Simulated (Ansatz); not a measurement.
Here is the system:

WC:
```
CELL_PARAMETERS angstrom
      0.00000     2.33905     2.33905
      2.33905     0.00000     2.33905
      2.33905     2.33905     0.00000
ATOMIC_POSITIONS crystal
  W  0.00000 0.00000 0.00000
  C  0.25000 0.25000 0.25000
```

This is the r²SCAN-relaxed structure.

### Question
All from DFT-r²SCAN in the program Ansatz with PAW potentials, unless another level is named. Predict the Poisson's ratio.

### Answer
0.44.

### Question
And the elastic constants (relaxed ions, GPa)?

### Answer
C11 = 347, C12 = 242, C44 = 25.0.

Space group F-43m (zinc blende). The start of the workflow was typed in or built on a structure type; neither database checked (COD, Materials Project) lists it. It is not the phase usual at ambient conditions (space group No. 187). The r²SCAN relaxation kept the symmetry of its start; its stability against distortions is not shown here. No spin polarisation was allowed. Its formation energy is positive at this level, so the cell may be metastable or incomplete. As this level gives no gap, shear constants depend on the k-mesh and smearing (Fermi–Dirac, 0.1 eV here). Scalar-relativistic: spin–orbit coupling is off unless named, which matters more the heavier the elements.

Potentials: the later of the program's two PAW sets.
